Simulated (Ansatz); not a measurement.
TiO$_{2}$:
```yaml
crystal:
  lattice:
    - [-1.88025, 1.88025, 4.79478]
    - [1.88025, -1.88025, 4.79478]
    - [1.88025, 1.88025, -4.79478]
  atoms:
    - { symbol: Ti, position: [0.00000, 0.00000, 0.00000] }
    - { symbol: Ti, position: [0.75000, 0.25000, 0.50000] }
    - { symbol: O, position: [0.95615, 0.45615, 0.50000] }
    - { symbol: O, position: [0.20615, 0.20615, 0.00000] }
    - { symbol: O, position: [0.79385, 0.79385, 0.00000] }
    - { symbol: O, position: [0.54385, 0.04385, 0.50000] }
```

This is the HSE06-relaxed structure.

Problem. All from HSE06 (plane waves, PAW; program Ansatz), unless another level is named. Give the smallest direct gap on the standard path.

Solution. 4.03 eV.

Problem. What about the band gap?

Solution. 3.72 eV (indirect).

Problem. Next, the conduction-band minimum?

Solution. at Γ.

Problem. Give the valence-band maximum.

Solution. on the Γ–X line, 86 % of the way from Γ.

Space group I4_1/amd (anatase). Symmetry was held in the HSE06 relaxation. No spin polarisation was allowed. The hybrid was solved on a coarse mesh, the path and, where they were found, the r²SCAN edge points; its band edges are the extreme levels among these.

Potentials: the earlier of the program's two PAW sets. The files were generated under PBE; for other functionals the program regenerates the frozen cores, and for LDA and PBEsol the local potential too.
